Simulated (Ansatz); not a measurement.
In₂Ge₂O₇:
```yaml
crystal:
  lattice:
    - [3.35050, 4.41183, 0.00000]
    - [-3.35050, 4.41183, 0.00000]
    - [-1.06824, 0.00000, 4.82774]
  atoms:
    - { symbol: In, position: [0.69284, 0.69284, 0.00000] }
    - { symbol: In, position: [0.30716, 0.30716, 0.00000] }
    - { symbol: Ge, position: [0.76618, 0.23382, 0.59297] }
    - { symbol: Ge, position: [0.23382, 0.76618, 0.40703] }
    - { symbol: O, position: [0.07454, 0.59473, 0.21159] }
    - { symbol: O, position: [0.92546, 0.40527, 0.78841] }
    - { symbol: O, position: [0.59473, 0.07454, 0.78841] }
    - { symbol: O, position: [0.40527, 0.92546, 0.21159] }
    - { symbol: O, position: [0.00000, 0.00000, 0.50000] }
    - { symbol: O, position: [0.40865, 0.59135, 0.72694] }
    - { symbol: O, position: [0.59135, 0.40865, 0.27306] }
```

Relaxed with r²SCAN. Special points in fractions of this cell's reciprocal vectors: Γ (0.000, 0.000, 0.000); Y (0.500, 0.500, 0.000); M (0.500, 0.500, 0.500); A (0.000, 0.000, 0.500); L2 (0.000, 0.500, 0.500); V2 (0.000, 0.500, 0.000).

**Question.** List the band energies nearest the valence-band maximum at these points for r²SCAN (plane waves, PAW; program Ansatz).

**Answer.** In eV from the valence-band maximum; about four levels below and three above (degenerate sets whole), none deeper than 8.9 eV; points with the same levels are listed once.

```
k                     below           above
--  -----------------------  --------------
Γ    -0.52 -0.43 -0.38 0.00  2.75 7.34 8.25
Y   -0.70 -0.52 -0.27 -0.23  5.96 6.40 7.04
M   -0.80 -0.43 -0.24 -0.14  5.54 5.99 6.72
A   -0.55 -0.26 -0.14 -0.10  5.13 6.15 7.58
L2  -0.48 -0.42 -0.36 -0.27  5.95 6.01 6.82
V2  -0.60 -0.44 -0.27 -0.13  5.31 5.69 7.70
```

Space group C2/m. The first step of the workflow began from a Materials Project structure, measured or hypothetical; the Crystallography Open Database files this formula in space group No. 12, but the cells were not matched. Whether it is the stable phase at ambient conditions was not checked. The cell was relaxed with r²SCAN under the symmetry of its start; whether a distortion lowers the energy is not shown. Scalar-relativistic: spin–orbit coupling is off unless named, which matters more the heavier the elements.

Potentials: the later of the program's two PAW sets.
